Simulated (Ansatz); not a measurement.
Space group P6_3mc (No. 186). a = 3.095 Å, b = 3.095 Å, c = 20.242 Å, α = 90.00°, β = 90.00°, γ = 120.00°
| atom | site | symmetry | x | y | z |
| --- | --- | --- | --- | --- | --- |
| Si | 2b | 3m. | 0.3333 | 0.6667 | 0.2501 |
| Si | 2b | 3m. | 0.3333 | 0.6667 | 0.6250 |
| Si | 2a | 3m. | 0.0000 | 0.0000 | 0.0001 |
| Si | 2b | 3m. | 0.3333 | 0.6667 | 0.8752 |
| C | 2b | 3m. | 0.3333 | 0.6667 | 0.9689 |
| C | 2a | 3m. | 0.0000 | 0.0000 | 0.0939 |
| C | 2b | 3m. | 0.3333 | 0.6667 | 0.3441 |
| C | 2b | 3m. | 0.3333 | 0.6667 | 0.7187 |

Equation of state of this SiC structure (not necessarily the ground state), with shape and atoms relaxed at each volume where symmetry leaves them free. Method: DFT PBE, scalar-relativistic, plane waves, PAW in Ansatz.

Plane waves to 420 eV, a k mesh through Γ of 12×12×2 on the computed 16-atom cell and Gaussian smearing (0.02 eV); no spin polarisation.

```
V (Å³/atom) E − E(largest V) (meV/atom) P (GPa) gap on mesh (eV)
      9.237                        64.80    34.94              1.72
      9.552                         6.95    24.19              1.73
      9.867                       -31.27    14.93              1.75
     10.182                       -52.57     6.94              1.76
     10.497                       -59.27     0.05              1.78
     10.812                       -53.38    -5.90              1.79
     11.127                       -36.63   -11.02              1.80
     11.547                         0.00   -16.75              1.81
```

Question: Fit a third-order Birch–Murnaghan equation to E(V).

Answer: V0 = 10.50 Å³/atom, B0 = 213 GPa, B0' = 3.9.

The gaps are read on the mesh, which can miss the band edges, so they can be too wide.

Cost: 8 runs of about 27 core-minutes in all, on AMD EPYC (Zen 3) (shared hosts).